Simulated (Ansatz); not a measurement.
## Zincblende alloy of GaN and AlN (4 of 8 Ga sites exchanged), 16 atoms with displaced atoms

A calculation with Ansatz 0.2.0 (PAW, plane waves); the settings stand in the input.

Input file:

```yaml
crystal:
  lattice:
    - [0.000000, 4.437921, 4.437921]
    - [4.437921, 0.000000, 4.437921]
    - [4.437921, 4.437921, 0.000000]
  atoms:
    - { symbol: Al, position: [0.026847, 0.992977, 0.994309] }
    - { symbol: Al, position: [0.494550, 0.486671, 0.497455] }
    - { symbol: Al, position: [0.505918, 0.506814, 0.000742] }
    - { symbol: Al, position: [0.498170, 0.993342, 0.495590] }
    - { symbol: N, position: [0.125130, 0.122419, 0.114151] }
    - { symbol: N, position: [0.598820, 0.634581, 0.635561] }
    - { symbol: N, position: [0.149135, 0.148188, 0.638606] }
    - { symbol: N, position: [0.646119, 0.644878, 0.116581] }
    - { symbol: N, position: [0.148099, 0.614844, 0.133840] }
    - { symbol: N, position: [0.628406, 0.120818, 0.631414] }
    - { symbol: N, position: [0.612635, 0.121221, 0.130638] }
    - { symbol: N, position: [0.160447, 0.645493, 0.603520] }
    - { symbol: Ga, position: [0.043664, 0.974634, 0.482113] }
    - { symbol: Ga, position: [0.003887, 0.484151, 0.012690] }
    - { symbol: Ga, position: [0.511989, 0.985854, 0.997507] }
    - { symbol: Ga, position: [0.962285, 0.487735, 0.495742] }
kpoints:
  mp_grid: { grid: [2, 2, 2], shift: [0.5, 0.5, 0.5] }
hamiltonian:
  xc: pbesol
  dispersion: rvv10
scf:
  occupations: { method: fermi_dirac, width: 0.01 }
  max_iter: 100
output:
  forces: true
  eigenvalues: true
  stress: true
```

Launch command:

```sh
ansatz run in.yaml --threads 8 --pin off --max-ram 118750MiB --runs-dir r --events-out ev --progress --plain --backend cuda --devices 0,
```

The output:

```
Error: inconsistent input (hamiltonian.dispersion, hamiltonian.xc): `dispersion: rvv10` has no transferable b for PBE exchange — Sabatini et al. (2013) fitted b=6.3 to rPW86, and the PBE refits of Peng & Perdew (2017) are task-dependent (b=6.6 S22 / b=10.0 layered). Use `xc: {exchange: rpw86, correlation: pbe}` for the original rVV10 or `xc: r2scan` for the r²SCAN+rVV10 pairing
```

The input was rejected before any iteration.
